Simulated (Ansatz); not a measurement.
Relaxation of a relaxed PbO2 cell squeezed uniformly to 70 % of its volume; 6 atoms in the cell, which starts as P4₂/mnm (No. 136), tP6; a = b = 4.512 Å, c = 3.058 Å, α = β = γ = 90.00°. These are PBE (plane waves to 420 eV, PAW, scalar-relativistic; Ansatz, a program for electronic structure) values and carry that method's errors. Γ-centred k-mesh 5×5×8 on the run's cell (coarser than for final values), Fermi–Dirac smearing 0.05 eV. This is the first round of the run. 

The optimiser's lines from the output (shortened; P is positive under compression):

```
relax step   1: F+E_penalty+E_count = -26071.16019709 eV  Δ(F+E_penalty+E_count) = +0.000e0 eV  max|allowed force component| = 1.117e0 eV/Å  Δτ_max = 0.0000 Å  P = +108.405 GPa  Ω = 62.247 Å³  (6 SCF iters, dr2 threshold 1.00e-7 eV, accepted)
relax step   2: F+E_penalty+E_count = -26075.12019253 eV  Δ(F+E_penalty+E_count) = -3.960e0 eV  max|allowed force component| = 3.405e-1 eV/Å  Δτ_max = 0.0082 Å  P = +49.125 GPa  Ω = 70.475 Å³  (7 SCF iters, dr2 threshold 6.00e-7 eV, accepted)
relax step   3: F+E_penalty+E_count = -26076.72719430 eV  Δ(F+E_penalty+E_count) = -1.607e0 eV  max|allowed force component| = 2.097e-2 eV/Å  Δτ_max = 0.0042 Å  P = +13.886 GPa  Ω = 79.201 Å³  (7 SCF iters, dr2 threshold 6.00e-7 eV, accepted)
relax step   4: F+E_penalty+E_count = -26076.90444771 eV  Δ(F+E_penalty+E_count) = -1.773e-1 eV  max|allowed force component| = 3.386e-3 eV/Å  Δτ_max = 0.0083 Å  P = -3.561 GPa  Ω = 85.979 Å³  (7 SCF iters, dr2 threshold 6.00e-7 eV, accepted)
relax step   5: F+E_penalty+E_count = -26076.92793487 eV  Δ(F+E_penalty+E_count) = -2.349e-2 eV  max|allowed force component| = 3.133e-3 eV/Å  Δτ_max = 0.0024 Å  P = +0.283 GPa  Ω = 84.258 Å³  (6 SCF iters, dr2 threshold 6.00e-7 eV, accepted)
relax step   6: F+E_penalty+E_count = -26076.92766193 eV  Δ(F+E_penalty+E_count) = +2.729e-4 eV  max|allowed force component| = 1.038e-3 eV/Å  Δτ_max = 0.0005 Å  P = -0.003 GPa  Ω = 84.385 Å³  (4 SCF iters, dr2 threshold 2.38e-7 eV, accepted)
relax step   7: F+E_penalty+E_count = -26077.37417193 eV  Δ(F+E_penalty+E_count) = -4.465e-1 eV  max|allowed force component| = 3.312e-3 eV/Å  Δτ_max = 0.0000 Å  P = +6.549 GPa  Ω = 84.385 Å³  stress off target by 6.90e0 GPa  SCF on the basis re-selected at this cell (its energy is not comparable with the rows above)  (8 SCF iters)
relax step   8: F+E_penalty+E_count = -26077.43796784 eV  Δ(F+E_penalty+E_count) = -6.380e-2 eV  max|allowed force component| = 9.349e-4 eV/Å  Δτ_max = 0.0043 Å  P = +1.617 GPa  Ω = 87.487 Å³  (7 SCF iters, dr2 threshold 6.00e-7 eV, accepted)
relax step   9: F+E_penalty+E_count = -26077.43844023 eV  Δ(F+E_penalty+E_count) = -4.724e-4 eV  max|allowed force component| = 1.869e-2 eV/Å  Δτ_max = 0.0002 Å  P = +0.075 GPa  Ω = 88.642 Å³  (6 SCF iters, dr2 threshold 6.00e-7 eV, accepted)
relax step  10: F+E_penalty+E_count = -26077.43781011 eV  Δ(F+E_penalty+E_count) = +6.301e-4 eV  max|allowed force component| = 8.847e-3 eV/Å  Δτ_max = 0.0028 Å  P = -0.039 GPa  Ω = 88.790 Å³  (5 SCF iters, dr2 threshold 5.09e-8 eV, accepted)
relax step  11: F+E_penalty+E_count = -26077.43797354 eV  Δ(F+E_penalty+E_count) = -1.634e-4 eV  max|allowed force component| = 2.656e-4 eV/Å  Δτ_max = 0.0009 Å  P = -0.006 GPa  Ω = 88.764 Å³  (5 SCF iters, dr2 threshold 2.41e-8 eV, accepted)
relax step  12: F+E_penalty+E_count = -26077.43797382 eV  Δ(F+E_penalty+E_count) = -2.710e-7 eV  max|allowed force component| = 6.806e-5 eV/Å  Δτ_max = 0.0000 Å  P = -0.001 GPa  Ω = 88.764 Å³  (4 SCF iters, dr2 threshold 1.13e-9 eV, accepted)
relax step  13: F+E_penalty+E_count = -26077.45920514 eV  Δ(F+E_penalty+E_count) = -2.123e-2 eV  max|allowed force component| = 4.921e-4 eV/Å  Δτ_max = 0.0000 Å  P = +0.104 GPa  Ω = 88.764 Å³  stress off target by 1.66e-1 GPa  SCF on the basis re-selected at this cell (its energy is not comparable with the rows above)  (8 SCF iters)
relax step  14: F+E_penalty+E_count = -26077.45884656 eV  Δ(F+E_penalty+E_count) = +3.586e-4 eV  max|allowed force component| = 4.148e-6 eV/Å  Δτ_max = 0.0002 Å  P = +0.003 GPa  Ω = 88.883 Å³  (5 SCF iters, dr2 threshold 6.88e-8 eV, accepted)
relax step  15: F+E_penalty+E_count = -26077.45937871 eV  Δ(F+E_penalty+E_count) = -5.321e-4 eV  max|allowed force component| = 5.724e-5 eV/Å  Δτ_max = 0.0000 Å  P = +0.006 GPa  Ω = 88.883 Å³  stress off target by 1.69e-2 GPa  SCF on the basis re-selected at this cell (its energy is not comparable with the rows above)  (6 SCF iters)
```

From the first to the last row the energy changes by -1.05 eV/atom and the volume by +42.8 %. The last row is marked as not comparable with the walk above it, whose basis was carried along; it does compare with step 1, since both stand on a basis selected at the nominal cutoff for their own cell.

Energy and pressure jump between steps 6 and 7 at one geometry, where the plane-wave basis was selected anew. While the cell walks, the set of plane waves is carried along, so its effective cutoff drifts with the strain; re-selecting it at 420 eV moved the energy by -0.074 eV/atom and the pressure by 6.6 GPa. Only step 1 and rows on a re-selected basis compare with each other.

Later rounds, restarted from the end of this one on a renewed k-mesh, logged 6 more steps and released under 0.01 eV/atom more. The final structure after all rounds: P4₂/mnm (No. 136), tP6, rutile type; a = 5.0818 Å, b = 5.0818 Å, c = 3.4440 Å, α = 90.00°, β = 90.00°, γ = 90.00°. Between re-selections the logged energies stand on a plane-wave basis carried along with the cell. No spin polarisation in the result.

The run could not lose the symmetry of its start.
